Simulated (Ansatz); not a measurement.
Zr:
```xyz
3
Lattice="5.0377 0.0000 0.0000 -2.5189 4.3628 0.0000 0.0000 0.0000 3.1587" Properties=species:S:1:pos:R:3 pbc="T T T"
Zr     0.0000     0.0000     0.0000
Zr     0.0000     2.9085     1.5793
Zr     2.5189     1.4543     1.5793
```

Relaxed with r²SCAN. Special points in fractions of this cell's reciprocal vectors: Γ (0.000, 0.000, 0.000); M (0.500, 0.000, 0.000); K (0.333, 0.333, 0.000); A (0.000, 0.000, 0.500); L (0.500, 0.000, 0.500); H (0.333, 0.333, 0.500).

**Question.** List the band energies nearest the Fermi level at these points for DFT-r²SCAN in the program Ansatz with PAW potentials.

**Answer.** In eV from the Fermi level; about four levels below and three above (degenerate sets whole), none deeper than 8.9 eV; points with the same levels are listed once.

```csv
k,below,above
Γ,-0.63 -0.63 -0.56 -0.56 -0.10,1.01 1.79 1.79
M,-3.05 -0.64 -0.53 -0.47,0.03 0.81 1.19
K,-3.15 -3.15 -0.45 -0.45,0.04 0.18 0.56 0.56
A,-2.32 -2.04 -2.04 -1.60,1.27 1.27 1.80 1.80
L,-2.06 -1.59 -0.89 -0.63,0.40 1.00 1.14
H,-1.68 -1.68 -1.22 -1.18 -1.18,0.60 0.60 1.00 1.00
```

Space group P6/mmm. This is a known high-pressure phase of the composition, computed here at zero pressure and temperature. The r²SCAN relaxation kept the symmetry of its start; whether a distortion lowers the energy is not shown. The run is not spin-polarised. Scalar-relativistic: spin–orbit coupling is off unless named, which matters more the heavier the elements.

Potentials: the earlier of the program's two PAW sets.
